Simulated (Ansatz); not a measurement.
**Data sheet: InAs (DFT)**

InAs:
```xyz
2
Lattice="3.5738 0.0000 0.0000 0.0000 3.5738 0.0000 0.0000 0.0000 3.5738" Properties=species:S:1:pos:R:3 pbc="T T T"
In     0.0000     0.0000     0.0000
As     1.7869     1.7869     1.7869
```

Space group Pm-3m (No. 221), CsCl type; conventional cell a = b = c = 3.5738 Å, α = β = γ = 90.00°.

Method: the program Ansatz at the PBE level (PAW). The cell and atoms are relaxed at this level. Other levels are named where they apply.

### Cell and energy

```yaml
volume_per_atom: 22.82 Å³
density: 6.90 g/cm³
Formation energy from the elements (no fitted shifts): 0.18 eV/atom
```

### Electronic structure

```yaml
electronic_character: metallic (no gap)
Density of states at the Fermi level: 0.59 states/eV per atom (mean over ±0.08 eV)
```

### Mechanics

```yaml
Bulk modulus (Birch–Murnaghan fit): 56.7 GPa
Pressure derivative B′: 4.8
```

The cell is a constructed one: a structure type filled with these elements; neither database checked (COD, Materials Project) lists it. It is not the phase usual at ambient conditions (space group No. 216). Symmetry was held in the PBE relaxation; its stability against distortions is not shown here. The references are the lowest solids computed at this level, not always the standard phases. Spin–orbit coupling is left out wherever it is not named.

Potentials: the later of the program's two PAW sets.
